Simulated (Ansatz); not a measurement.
## Relaxing a structure of TiB2

The start is a generated trial cell of TiB2 in the AFLOW prototype AB2_cF48_227_c_e (as in Ti2C). A full variable-cell relaxation at zero pressure is run with PBE (plane waves to 420 eV, PAW, scalar-relativistic; Ansatz, an electronic-structure program). First-step values are on the input's coarse k-mesh.

Ansatz input (later rounds restart from its end on a renewed k-mesh):
Ansatz 0.2 input:
```yaml
crystal:
  lattice:
    - [0, 3.8309475, 3.8309475]
    - [3.8309475, 0, 3.8309475]
    - [3.8309475, 3.8309475, 0]
  atoms:
    - { symbol: Ti, position: [0.625, 0.625, 0.625] }
    - { symbol: Ti, position: [0.125, 0.625, 0.625] }
    - { symbol: Ti, position: [0.625, 0.125, 0.625] }
    - { symbol: Ti, position: [0.625, 0.625, 0.125] }
    - { symbol: B, position: [0.87, 0.87, 0.87] }
    - { symbol: B, position: [0.39, 0.87, 0.87] }
    - { symbol: B, position: [0.87, 0.39, 0.87] }
    - { symbol: B, position: [0.87, 0.87, 0.39] }
    - { symbol: B, position: [0.38, 0.38, 0.38] }
    - { symbol: B, position: [0.86, 0.38, 0.38] }
    - { symbol: B, position: [0.38, 0.86, 0.38] }
    - { symbol: B, position: [0.38, 0.38, 0.86] }
basis: { ecutwfc: 420, ecutrho_ratio: 4, xc_grid: 2, fft_grid_basis: typed }
kpoints: { mp_grid: { grid: [4, 4, 4] } }
hamiltonian:
  xc: pbe
  dispersion: none
  pseudopotentials: { azcp: { folder: ./paw }, kind: paw }
scf: { occupations: { method: fermi_dirac, width: 0.05 } }
relax: { f_tol: 0.01, max_steps: 100, cell: { stress_tol: 0.02 } }
output: { forces: true, stress: true }
```

Q: How large is the pressure on the unrelaxed cell, and of which sign?

A: +94 GPa (positive: the cell is compressed).

Q: Which atoms feel the largest initial force, and how large is it?

A: About 7.1 eV/Å, on B5, B6, B7, B8, B9, B10, B11, B12 (atoms numbered as listed).

Q: By how much does the energy per atom fall from start to end?

A: 2.40 eV/atom.

Q: How does the volume change?

A: +8.8 %, from 9.37 to 10.19 Å³/atom.

Q: How do the shortest distances between atoms change?

A: The closest pairs of elements (up to four, under 3.6 Å), start → end: B–B 2.60 → 1.78 Å; B–Ti 1.88 → 2.38 Å; Ti–Ti 2.71 → 2.79 Å.

Q: Is the relaxed structure metallic? Give its gap.

A: No gap (metallic).

Q: Write out the relaxed structure.

A: 
```cif
data_B32Ti16
_chemical_formula_sum 'Ti16 B32'
_space_group_name_H-M_alt 'Fd-3m :1'
_space_group_IT_number 227
_space_group_name_Hall 'F 4d 2 3 -1d'
_cell_length_a 7.87970
_cell_length_b 7.87970
_cell_length_c 7.87970
_cell_angle_alpha 90.000
_cell_angle_beta 90.000
_cell_angle_gamma 90.000
loop_
_atom_site_label
_atom_site_type_symbol
_atom_site_symmetry_multiplicity
_atom_site_Wyckoff_symbol
_atom_site_fract_x
_atom_site_fract_y
_atom_site_fract_z
_atom_site_occupancy
Ti1 Ti 16 c 0.12500 0.12500 0.12500 1
B1 B 32 e 0.42025 0.42025 0.42025 1
```
(The calculation used a cell of 12 atoms; values per cell refer to that cell.)

The space group stays Fd-3m (No. 227) (the run could not lower it), with 12 atoms in the primitive cell. Final values are on a 8×8×8 k-mesh of the relaxed cell. No spin polarisation in the result.

The run could not lose the symmetry of its start: the end is stationary, and may be a saddle point rather than a minimum.

The relaxed structure here is a generated cell of TiB2: the first start was made by placing the elements on the sites of a structure type, and the end was not matched to a known phase here, so it may be hypothetical. Known forms of TiB2 include space group No. 191.
